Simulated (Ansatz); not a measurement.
A scan (energy against volume; even scaling of the relaxed cell, symmetry kept) gave these values. Method: PBEsol (plane waves to 420 eV, PAW, scalar-relativistic; Ansatz, a quantum-chemistry and plane-wave program).

Bulk modulus B₀ (third-order Birch-Murnaghan fit): 155 GPa
Pressure derivative B₀′ (fit): 4.6
Equilibrium volume of the fit: 14.36 Å³/atom

Task: Of these crystals, all scanned alike, which one is it?
A. Ta (bcc, W type)
B. Ba₂YReO₆ (space group Fm-3m)
C. TaN (rock salt)
D. LiZn (space group Fd-3m)

Result: B, Ba₂YReO₆ (space group Fm-3m). The others have, for the bulk modulus: LiZn 48.1 GPa, Ta 207 GPa, TaN 356 GPa

All were relaxed with their symmetry unable to fall. Ba2YReO6 is run without spin polarisation and with no Hubbard U. Spin-orbit coupling is left out. Ta is run without spin polarisation. TaN is run without spin polarisation. This is a high-temperature form of TaN.

(Under strain, the slope of the energy per volume gives the stress and its curvature an elastic modulus.)
